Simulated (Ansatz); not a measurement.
TiSi₂ (Cmcm), relaxed and computed with several functionals in Ansatz (plane waves, PAW). Much of their spread follows the volume that each gives.

```json
[
 {"functional": "r²SCAN", "V (Å³/atom)": "14.17", "B₀ by P(V) fit (GPa)": "130"},
 {"functional": "PBE", "V (Å³/atom)": "14.35", "B₀ by P(V) fit (GPa)": "126"},
 {"functional": "LDA", "V (Å³/atom)": "13.60", "B₀ by P(V) fit (GPa)": "?"},
 {"functional": "PBEsol", "V (Å³/atom)": "13.90", "B₀ by P(V) fit (GPa)": "137"}
]
```

### Question
Fit a straight line to ln B₀ against ln V and predict the withheld value.

### Answer
Least squares on the 3 shown rows: ln B₀ = -2.64 × ln V + (11.868), with a scatter of 0.1 %. For LDA this gives 145. The run itself gave 143, a miss of 1.4 % of that.

All cells were relaxed under the symmetry of their starts (and spin orders); stability against distortions was not tested throughout. Named crystals with no word on spin ran without spin polarisation.

Potentials: the earlier of the program's two PAW sets. The files were generated under PBE; for other functionals the program regenerates the frozen cores, and for LDA and PBEsol the local potential too.

Ansatz (a quantum-chemistry and plane-wave program) is a plane-wave DFT program.
